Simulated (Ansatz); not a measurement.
BaTe:
```
BaTe
1.0
    0.00000     3.53235     3.53235
    3.53235     0.00000     3.53235
    3.53235     3.53235     0.00000
Ba Te
1 1
Direct
  0.00000   0.00000   0.00000
  0.50000   0.50000   0.50000
```

PBE in the plane-wave PAW code Ansatz gives a gap of 1.66 eV without spin–orbit coupling, maximum at Γ, minimum at X.

Task: What happens when spin–orbit coupling is switched on?

Result: The gap shrinks by 0.27 eV, to 1.39 eV; maximum at Γ, minimum at X.

Task: How large is the spin–orbit splitting of the valence top at Γ?

Result: The fourfold level lies 0.84 eV above the split-off pair.

Task: Give the electron effective mass with spin–orbit coupling.

Result: 0.28, 0.28, 1.3 mₑ (principal values).

Task: Give the hole effective mass with spin–orbit coupling, band 1 of 2 at the edge.

Result: 1.2 along [100], 0.65 along [110], 0.52 along [111] (mₑ).

Task: Give the hole effective mass with spin–orbit coupling, band 2 of 2 at the edge.

Result: 0.20 along [100], 0.24 along [110], 0.26 along [111] (mₑ).

Space group Fm-3m (rock salt). Symmetry was held in the PBE relaxation.

Potentials: the later of the program's two PAW sets.
